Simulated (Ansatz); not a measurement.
LiNbO3:
Space group R3c, hexagonal axes (No. 161); a = b = 5.137 Å, c = 13.886 Å, α = β = 90.00°, γ = 120.00°

```tsv
atom	site	symmetry	x	y	z
Li	6a	3.	0.0000	0.0000	0.2188
Nb	6a	3.	0.0000	0.0000	0.0007
O	18b	1	0.0102	0.3780	0.2711
```
(The calculation used a cell of 10 atoms; values per cell refer to that cell.)

Relaxed with r²SCAN.

Task: Tabulate the valence density and the electron localisation function along the shortest Li–O contact (2.05 Å), r²SCAN in the plane-wave PAW code Ansatz.

Result: 

| distance from Li (Å) | density (e/Å³) | ELF |
|---|---|---|
| 0.20 | 7.04 | 0.99 |
| 0.31 | 4.51 | 0.94 |
| 0.41 | 2.29 | 0.67 |
| 0.51 | 0.88 | 0.18 |
| 0.61 | 0.27 | 0.04 |
| 0.72 | 0.13 | 0.03 |
| 0.82 | 0.15 | 0.07 |
| 0.92 | 0.20 | 0.27 |
| 1.02 | 0.29 | 0.57 |
| 1.13 | 0.44 | 0.74 |
| 1.23 | 0.69 | 0.81 |
| 1.33 | 1.09 | 0.84 |
| 1.43 | 1.77 | 0.84 |
| 1.54 | 2.83 | 0.82 |
| 1.64 | 4.27 | 0.76 |
| 1.74 | 5.89 | 0.64 |
| 1.84 | 7.34 | 0.47 |

The density is the valence pseudo-density with augmentation charge, so density and ELF within about 1 Å of a nucleus are not all-electron values.

The cell was relaxed with r²SCAN under the symmetry of its start. The run is not spin-polarised.

Potentials: the earlier of the program's two PAW sets. The files were generated under PBE; for other functionals the program regenerates the frozen cores, and for LDA and PBEsol the local potential too.
